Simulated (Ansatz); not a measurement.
C:
```
C
1.0
    2.50538     0.00000     0.00000
   -1.25269     2.16972     0.00000
    0.00000     0.00000     8.26459
C
8
Direct
  0.00000   0.00000   0.59295
  0.00000   0.00000   0.40705
  0.00000   0.00000   0.09295
  0.00000   0.00000   0.90705
  0.33333   0.66667   0.34446
  0.66667   0.33333   0.65554
  0.66667   0.33333   0.84446
  0.33333   0.66667   0.15554
```

Relaxed with PBEsol. Special points in fractions of this cell's reciprocal vectors: Γ (0.000, 0.000, 0.000); M (0.500, 0.000, 0.000); K (0.333, 0.333, 0.000); A (0.000, 0.000, 0.500); L (0.500, 0.000, 0.500); H (0.333, 0.333, 0.500).

List the band energies nearest the valence-band maximum at these points for plane-wave PAW PBEsol (Ansatz code).

In eV from the valence-band maximum; about four levels below and three above (degenerate sets whole), none deeper than 8.9 eV; points with the same levels are listed once.

```
k                        below                above
-  ---------------------------  -------------------
Γ  -1.76 -1.76 -0.24 0.00 0.00       5.27 5.27 5.44
M      -5.02 -4.75 -3.75 -3.01       4.49 5.48 5.90
K      -7.25 -5.72 -5.72 -4.22       6.04 6.04 7.91
A      -0.66 -0.66 -0.66 -0.66  6.05 6.05 6.05 6.05
L      -4.82 -4.82 -3.72 -3.72  4.83 4.83 6.87 6.87
H      -5.52 -5.52 -5.18 -5.18  4.96 4.96 9.77 9.77
```

Space group P6_3/mmc. The workflow started from a Materials Project entry (that database holds measured and hypothetical structures alike). Its sites differ from those of the usual phase in this space group: another stacking or structure type. The cell was relaxed with PBEsol under the symmetry of its start; whether a distortion lowers the energy is not shown.

Potentials: the later of the program's two PAW sets.
